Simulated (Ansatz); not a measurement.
Ag:
```xyz
8
Lattice="5.2265 0.0000 0.0000 0.0000 5.2265 0.0000 0.0000 0.0000 5.2265" Properties=species:S:1:pos:R:3 pbc="T T T"
Ag     0.0000     0.0000     0.0000
Ag     2.6132     2.6132     2.6132
Ag     1.3066     0.0000     2.6132
Ag     3.9199     0.0000     2.6132
Ag     2.6132     1.3066     0.0000
Ag     2.6132     3.9199     0.0000
Ag     0.0000     2.6132     1.3066
Ag     0.0000     2.6132     3.9199
```

Relaxed with r²SCAN. Special points in fractions of this cell's reciprocal vectors: Γ (0.000, 0.000, 0.000); X (0.000, 0.500, 0.000); M (0.500, 0.500, 0.000); R (0.500, 0.500, 0.500).

List the band energies nearest the Fermi level at these points for plane-wave PAW r²SCAN with spin–orbit coupling (Ansatz code).

In eV from the Fermi level; about four levels below and three above (degenerate sets whole), none deeper than 8.9 eV; points with the same levels are listed once.

| k | below | above |
|---|---|---|
| Γ | -0.06 -0.06 -0.06 -0.06 | 1.01 1.01 1.01 1.01 |
| X | -2.91 -2.91 -2.91 -2.91 | 1.05 1.05 1.05 1.05 |
| M | -2.65 -2.65 -2.62 -2.62 | 1.50 1.50 2.84 2.84 |
| R | -1.14 -1.14 -1.14 -1.14 | 10.54 10.54 10.54 10.54 |

Space group Pm-3n (A15 (β-W type)). The start of the workflow was typed in or built on a structure type; neither database checked (COD, Materials Project) lists it. It is not the phase usual at ambient conditions (space group No. 225). The r²SCAN relaxation kept the symmetry of its start. At this level the phase is mechanically unstable. No spin polarisation was allowed.

Potentials: the earlier of the program's two PAW sets.
